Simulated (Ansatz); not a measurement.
SrLa$_{2}$S$_{4}$:
```
CELL_PARAMETERS angstrom
     -4.30299     4.30299     4.28855
      4.30299    -4.30299     4.28855
      4.30299     4.30299    -4.28855
ATOMIC_POSITIONS crystal
  Sr 0.50000 0.50000 0.00000
  Sr 0.25000 0.75000 0.50000
  La 0.00445 0.62500 0.87945
  La 0.37500 0.25445 0.37945
  La 0.74555 0.12500 0.12055
  La 0.87500 0.99555 0.62055
  S  0.11934 0.36846 0.09448
  S  0.63154 0.72602 0.75088
  S  0.27398 0.02486 0.90552
  S  0.97514 0.88066 0.24912
  S  0.63066 0.22514 0.74912
  S  0.11846 0.36934 0.59448
  S  0.47602 0.88154 0.25088
  S  0.77486 0.52398 0.40552
```

Cartesian axes are those of the cell as given.

Task: Give the high-frequency dielectric tensor and the Born effective charge tensors of the independent atoms from DFPT, the program Ansatz at the LDA level (PAW).

Result: 
ε∞:
```
7.86  0.00  0.00
0.00  7.86  0.00
0.00  0.00  7.77
```
Z* of atom 1 (Sr), rows: field, columns: displacement, in e:
```
 2.40   0.09   0.00
-0.09   2.40   0.00
 0.00   0.00   2.72
```
Z* of atom 3 (La), rows: field, columns: displacement, in e:
```
4.30  0.00  0.35
0.00  3.89  0.00
0.31  0.00  3.97
```
Z* of atom 7 (S), rows: field, columns: displacement, in e:
```
-2.32  -0.10   0.16
-0.10  -2.97   0.23
 0.07   0.37  -2.66
```

Space group I-42d. The workflow started from a Materials Project entry (that database holds measured and hypothetical structures alike); the Crystallography Open Database copy checked does not list it. Its standing as an ambient phase is unchecked. Symmetry was held in the LDA relaxation; its stability against distortions is not shown here. Spin–orbit coupling is left out wherever it is not named.

Potentials: the later of the program's two PAW sets.
